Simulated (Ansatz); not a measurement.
# A trial form of Li3Ag2B4

These are results of DFT PBE, scalar-relativistic, plane waves, PAW in Ansatz 0.2.0, not measurements. Cutoff 420 eV, Gaussian smearing, Γ-centred meshes. Cell and atoms relax first on a coarse mesh and then on a finer one. In between, the cell is made exact in the group found at 0.06 Å. In metals the finer mesh still leaves noise of several meV/atom or more. The steps can't lower the symmetry of their start. No spin polarisation.

A trial structure of Li3Ag2B4 was built thus: random cell by space group and Wyckoff sites (P6/mmm, No. 191). Its size is a rough estimate.

```yaml
crystal:
  lattice:
    - [5.13648, 0.00000, 0.00000]
    - [-2.56824, 4.44832, 0.00000]
    - [0.00000, 0.00000, 5.65345]
  atoms:
    - { symbol: Li, position: [0.50000, 0.00000, 0.50000] }
    - { symbol: Li, position: [0.00000, 0.50000, 0.50000] }
    - { symbol: Li, position: [0.50000, 0.50000, 0.50000] }
    - { symbol: Ag, position: [0.00000, 0.00000, 0.73389] }
    - { symbol: Ag, position: [0.00000, 0.00000, 0.26611] }
    - { symbol: B, position: [0.33333, 0.66667, 0.00000] }
    - { symbol: B, position: [0.66667, 0.33333, 0.00000] }
    - { symbol: B, position: [0.33333, 0.66667, 0.50000] }
    - { symbol: B, position: [0.66667, 0.33333, 0.50000] }
```

The zero of energy is the elements' standard structures at the same level; no fitted shifts are applied.

Problem. Where does the relaxation end?

Solution. The symmetry stays P6/mmm (No. 191). The volume per atom grows by 71.2 %, from 14.4 to 24.6 Å³. The shortest distance goes from 1.48 Å (Li–B) to 2.13 Å (Ag–Ag and B–B). The ratio c/a of the conventional cell changes by a factor of 0.50. The energy falls by about 1.2 eV/atom (the start's value is from the coarse mesh). Conventional cell: a = 7.749 Å, c = 4.252 Å. Around Li lie 2 B at 2.24 Å; Ag has 2 Ag at 2.13 Å; around B on its first site lie 2 B at 2.13 Å; B on its second site has 2 B at 2.13 Å and 3 Li at 2.24 Å.

```cif
data_structure
_symmetry_space_group_name_H-M 'P6/mmm'
_symmetry_Int_Tables_number 191
_cell_length_a 7.7488
_cell_length_b 7.7488
_cell_length_c 4.2522
_cell_angle_alpha 90.000
_cell_angle_beta 90.000
_cell_angle_gamma 120.000
_cell_volume 221.11
loop_
_atom_site_label
_atom_site_type_symbol
_atom_site_symmetry_multiplicity
_atom_site_Wyckoff_symbol
_atom_site_fract_x
_atom_site_fract_y
_atom_site_fract_z
_atom_site_occupancy
Li1 Li 3 g 0.50000 0.00000 0.50000 1
Ag1 Ag 2 e 0.00000 0.00000 0.75004 1
B1 B 2 c 0.33333 0.66667 0.00000 1
B2 B 2 d 0.33333 0.66667 0.50000 1
```

Problem. How does it come out in energy, and is it a metal?

Solution.

| Quantity | Value |
| --- | --- |
| Formation energy | +1.76 eV/atom |
| Gap on the 6×6×10 mesh of the 9-atom cell | 0 eV (a metal) |

A positive value: parting into the elements would lower its energy.

The last run used Gaussian smearing of 0.10 eV. The cell is a metal run without spin; a magnetic state may lie lower. Symmetry constrained the relaxation, so the result can be a saddle point.
